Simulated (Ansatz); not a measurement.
The cell is the one relaxed in the Materials Project (mp-559), not relaxed further here; entries there can be hypothetical.

YPd3: DFT, PBEsol, PAW with Ansatz's default frozen-core files, scalar-relativistic (Ansatz 0.2.0).

Command: `ansatz run input.yaml --threads 1 --pin off --max-ram 4096MiB --backend cpu --events-out ev --progress --plain --runs-dir out` The run took 23 s on 1 thread of Arm Neoverse V2, on a shared host, peak memory 0.46 GiB.

```yaml
crystal:
  lattice:
    - [4.09992176, 0.0, 0.0]
    - [0.0, 4.09992176, 0.0]
    - [0.0, 0.0, 4.09992176]
  atoms:
    - { symbol: "Y", position: [0.0, 0.0, 0.0] }
    - { symbol: Pd, position: [0.5, 0.5, 0.0] }
    - { symbol: Pd, position: [0.5, 0.0, 0.5] }
    - { symbol: Pd, position: [0.0, 0.5, 0.5] }
kpoints:
  mp_grid: { grid: [10, 10, 10] }
  band_path:
    path:
      - [0.0, 0.0, 0.0]
      - [0.0, 0.5, 0.0]
      - [0.5, 0.5, 0.0]
      - [0.0, 0.0, 0.0]
      - [0.5, 0.5, 0.5]
      - [0.0, 0.5, 0.0]
      - [0.5, 0.5, 0.5]
      - [0.5, 0.5, 0.0]
    npoints: 14
scf:
  occupations: { method: fermi_dirac, width: 0.05 }
hamiltonian:
  xc: pbesol
  pseudopotentials: { kind: paw }
output:
  forces: true
  stress: true
  eigenvalues: true
  efg: { contact_densities: true }
  populations: true
  bader: true
  dos: { projected: true, de: 0.2, e_range: [-14, 8] }
  write_density: true
  write_potential: true
  elf: true
  volumetric_format: npy
```

Output:

```
Y, Pd: output.efg is read without spin–orbit coupling, which moves field gradients at and beside such atoms by some per cent and up to a factor of two; PAW files take it under magnetization.noncollinear and magnetization.spin_orbit
Engine: ansatz 0.2.0
Pseudopotentials: kind: paw
Pseudopotential: Y, paw, valence charge 11, recommended cutoff 420 eV (normal)
Pseudopotential: Pd, paw, valence charge 18, recommended cutoff 420 eV (normal)
Functional definition: PBEsol
  exchange = pbesol_x
  correlation = pbesol_c
Crystal: 4 atoms, lattice volume = 68.917 Å³
Basis set: ecut = 420 eV, 1357 PW (Γ), exchange–correlation on 60×60×60 points (8 copies of the dense FFT grid, shifted against one another)
Bands: 39, of which v1, the nominal top of the filled ones, is band 33 counted from 1 (32 counted from 0)
Symmetry: 48 space group operations
Space group: Pm-3m (ITA 221), of the structure as read, at distance tolerance 4.1e-5 Å
k-points: 56 of 1000
Non-local potential: Y, projectors of the file, l = 0: 3, l = 1: 2, l = 2: 2, l = 3: 1
Non-local potential: Pd, projectors of the file, l = 0: 2, l = 1: 2, l = 2: 2, l = 3: 1
PAW form: soft (Blöchl's): semilocal exchange-correlation on the pseudo side does not see the compensation charge
PAW frozen core: Y, regenerated for the run's functional, and the local potential with it (the file was generated under x = pbe(κ = 0.804, μ = 0.2195149727645171), c = pbe(β = 0.06672455060314922))
PAW frozen core: Pd, regenerated for the run's functional, and the local potential with it (the file was generated under x = pbe(κ = 0.804, μ = 0.2195149727645171), c = pbe(β = 0.06672455060314922))
PAW one-centre angular grid: Y, 590 points (default); XC on 64 Gauss nodes
PAW one-centre angular grid: Pd, 590 points (default); XC on 64 Gauss nodes
Initial density: superposition of atomic densities (neutral atoms: chi_scale 0, normalization atom), corrected by the library's trained network
Initial wavefunctions: pseudopotential atomic-orbital guess
Functional: x = pbesol(κ = 0.804, μ = 0.12345679012345678), c = pbesol(β = 0.046)
SCF iter   1: F=—  HF=-24518.472368 eV  |F-HF|=—  |Δ(HF+E_count)|=         —  Δρ=1.03e-2  dr2=8.97e-2  ethr=1.77e-3  ⟨swp⟩=5.8  Hψ=7921  notcnv=0
preconditioner: auto → Kerker (q_TF=auto, 2.702 Å⁻¹)  [metal: Δε(μ)=0.029 eV  Ē_g=8.954 eV  σ=0.050 eV  W_gap=0.14  n_scr=26 (ndim 8)  ℏωp=27.9 eV  f_vac=0.000  D(μ)=1.84/eV (n_scr^D=18)]
SCF iter   2: F=—  HF=-24518.459456 eV  |F-HF|=—  |Δ(HF+E_count)|=   1.29e-2  Δρ=3.72e-3  dr2=1.41e-2  ethr=1.38e-4  ⟨swp⟩=2.0  Hψ=2783  notcnv=0  defer=21
SCF iter   3: F=—  HF=-24518.457178 eV  |F-HF|=—  |Δ(HF+E_count)|=   2.28e-3  Δρ=9.28e-4  dr2=1.03e-3  ethr=2.16e-5  ⟨swp⟩=2.0  Hψ=2394  notcnv=0  defer=21
SCF iter   4: F=—  HF=-24518.456989 eV  |F-HF|=—  |Δ(HF+E_count)|=   1.90e-4  Δρ=2.14e-4  dr2=5.46e-5  ethr=1.59e-6  ⟨swp⟩=1.9  Hψ=2552  notcnv=0  defer=21
SCF iter   5: F=—  HF=-24518.456991 eV  |F-HF|=—  |Δ(HF+E_count)|=   2.30e-6  Δρ=5.13e-5  dr2=1.71e-6  ethr=8.41e-8  ⟨swp⟩=2.0  Hψ=2952  notcnv=0  defer=21
SCF iter   6: F=-24518.456991 eV  HF=-24518.456991 eV  |F-HF|=2.83e-8  |Δ(HF+E_count)|=   2.75e-7  Δρ=9.34e-6  dr2=6.48e-8  ethr=1.54e-10  ⟨swp⟩=9.4  Hψ=14375  notcnv=0
SCF 1 converged in 6 iterations: F = -24518.456991 eV  dr2 = 6.48e-8
  greatest PAW one-centre occupation: 0.999 electrons in one spin orbital (limit 2), on the Pd atom at site 3 (counted from 0), in its partial waves of l = 0
NSCF: frozen V_eff on 99 k-points
SCF converged after 6 iterations
Free energy (F): -24518.456991 eV
Harris-Foulkes:  -24518.456991 eV  (|F-HF|=2.83e-8)
Internal energy: -24518.442632 eV  (E = F + TS)
E sigma→0 (E₀):  -24518.449811 eV
Entropy (-TS):   -0.014359 eV (-3.590 meV/atom)
Fermi energy:    16.928088 eV
--- Per-component energies (eV) ---
  E_band       = -587.285510
  E_kinetic    = 1852.467912
  E_local      = -6581.535542  (includes V_loc(G=0)·N_el)
  E_nonlocal   = 708.837447
  E_hartree    = 2657.389351
  E_xc         = -677.190815
  E_vxc        = -834.869953  (∫ρ·V_xc dr)
  E_paw        = -13829.640194  (= ΣΔE_a)
  E_vpaw       = -1046.945821  (= ΣTr[D̂ρ^β])
  E_aug_tail   = 0.000531  (compensation charges beyond the density's cutoff)
  E_ewald      = -8649.827666
  E_core_change = 1.056345  (= ΣΔE_core)
  E_smearing   = -0.014359  (= −TS)
  E_closure    = -0.000000  (closes the sum)
  Σ components = -24518.456991   (vs F -24518.456991, Δ=0.00e0)
--- Forces (eV/Å), atoms counted from 1 ---
  atom   1  Y     -0.00000000     0.00000000     0.00000000
  atom   2  Pd     0.00000000    -0.00000000     0.00000000
  atom   3  Pd     0.00000000    -0.00000000     0.00000000
  atom   4  Pd     0.00000000     0.00000000     0.00000000
  max |Σ_I F_I| component: 2.30e-28 eV/Å
--- Stress (GPa, compression-positive) ---
       -4.275148       0.000000      -0.000000
        0.000000      -4.275148       0.000000
        0.000000       0.000000      -4.275148
  P = ⅓ Tr σ = -4.2751 GPa (-42.751 kbar)
--- PAW observables at the nuclei: V_zz in 10²¹ V/m², potentials from the cell's mean, atoms counted from 1 ---
  atom   1  Y  V_zz =    -0.000000   η = 0.0000   by run symmetry: forbidden
            electrostatic potential = -5723.525196 V   contact ρ = 443165.602518 e/Å³
  atom   2  Pd V_zz =    -8.415299   η = 0.0000   by run symmetry: allowed
            electrostatic potential = -7253.058753 V   contact ρ = 864352.818996 e/Å³
  atom   3  Pd V_zz =    -8.415299   η = 0.0000   by run symmetry: allowed
            electrostatic potential = -7253.058753 V   contact ρ = 864352.818996 e/Å³
  atom   4  Pd V_zz =    -8.415299   η = 0.0000   by run symmetry: allowed
            electrostatic potential = -7253.058753 V   contact ρ = 864352.818996 e/Å³
--- Band table (eV; the first three rows and the last of 56) ---
  k-point 0: bands = ["-66.8599", "-66.8330", "-66.8330", "-32.6954", "-32.6954", "-32.6954", "-32.6367", "-32.6367", "-32.6367", "-32.4757", "-32.4757", "-32.4757", "-24.6167", "-4.6938", "-4.6938", "-4.6938", "10.7058", "12.2813", "12.2813", "12.5722", "12.7243", "12.7243", "12.7243", "14.7381", "14.7381", "14.7381", "15.9845", "15.9845", "16.4826", "16.9175", "16.9175", "16.9175", "20.4593", "20.4593", "20.4593", "20.5839", "20.5839", "22.8534", "22.8534"]
  k-point 1: bands = ["-66.8594", "-66.8336", "-66.8330", "-32.6935", "-32.6935", "-32.6929", "-32.6373", "-32.6373", "-32.6369", "-32.4787", "-32.4770", "-32.4770", "-24.6157", "-4.7073", "-4.6952", "-4.6952", "10.8276", "12.3489", "12.3607", "12.6309", "12.7630", "12.7897", "12.7897", "14.6866", "14.7731", "14.7731", "15.9253", "15.9907", "16.4201", "16.7177", "16.7177", "16.9177", "19.5036", "20.4013", "20.4013", "20.5170", "21.1624", "22.8261", "22.9682"]
  k-point 2: bands = ["-66.8577", "-66.8353", "-66.8330", "-32.6881", "-32.6881", "-32.6860", "-32.6392", "-32.6392", "-32.6373", "-32.4870", "-32.4805", "-32.4805", "-24.6131", "-4.7426", "-4.6987", "-4.6987", "11.1798", "12.5303", "12.5879", "12.7972", "12.8754", "12.9829", "12.9829", "14.5409", "14.8656", "14.8656", "15.7593", "15.9963", "16.2310", "16.2310", "16.2450", "16.9182", "18.2762", "20.1332", "20.1332", "20.3356", "21.4217", "22.7577", "23.4289"]
  k-point 55: bands = ["-66.8419", "-66.8419", "-66.8419", "-32.7194", "-32.7194", "-32.7194", "-32.6456", "-32.5808", "-32.5808", "-32.5808", "-32.4444", "-32.4444", "-24.6047", "-4.7674", "-4.7674", "-4.7674", "12.4384", "12.4384", "12.4384", "12.7290", "14.2156", "14.2156", "14.2156", "14.8614", "14.8614", "14.8614", "15.0555", "15.0555", "16.6043", "16.6043", "16.6043", "17.7116", "18.7237", "18.7237", "18.7237", "19.6257", "19.6257", "19.6257", "22.5332"]
--- Löwdin populations: 4 sites ---
  site symbol       q [e]
     0      Y     11.9286
     1     Pd     17.3897
     2     Pd     17.3897
     3     Pd     17.3897
  spilling = 0.013881 (of n_electrons = 65.000000)
--- Bader charges: 4 sites ---
  site symbol  charge [e]  shift [e]
     0      Y      1.6385     0.0000
     1     Pd     -0.5462     0.0000
     2     Pd     -0.5462     0.0000
     3     Pd     -0.5462     0.0000
  estimated error of the sums over rays = 1.9e-4 e
```

populations.tsv:

```
# site	symbol	l	j	q
# orbitals = lowdin
# n_electrons = 65.000000
# spilling = 0.013881
0	Y	0_4S	-	1.988485
0	Y	0_5S	-	1.395812
0	Y	1_4P	-	5.992148
0	Y	2_4D	-	2.552150
1	Pd	0_4S	-	1.988804
1	Pd	1_4P	-	5.988882
1	Pd	2_4D	-	9.412019
2	Pd	0_4S	-	1.988804
2	Pd	1_4P	-	5.988882
2	Pd	2_4D	-	9.412019
3	Pd	0_4S	-	1.988804
3	Pd	1_4P	-	5.988882
3	Pd	2_4D	-	9.412019
```

bader_charges.tsv:

```
# site	symbol	x_ang	y_ang	z_ang	partial_charge_e	electrons	volume_ang3	relative_density_drop	shared_charge_e	partial_wave_shift_e
# quadrature_error_electrons = 1.9e-4
0	Y	0.0000	0.0000	0.0000	1.63846	37.36154	13.46	-	1.63846	0.00000
1	Pd	2.0500	2.0500	0.0000	-0.54615	46.54615	18.49	-	-0.54615	0.00000
2	Pd	2.0500	0.0000	2.0500	-0.54615	46.54615	18.49	-	-0.54615	0.00000
3	Pd	0.0000	2.0500	2.0500	-0.54615	46.54615	18.49	-	-0.54615	0.00000
```

Spin polarisation is left out, and whether a magnetic state lies lower isn't shown here.
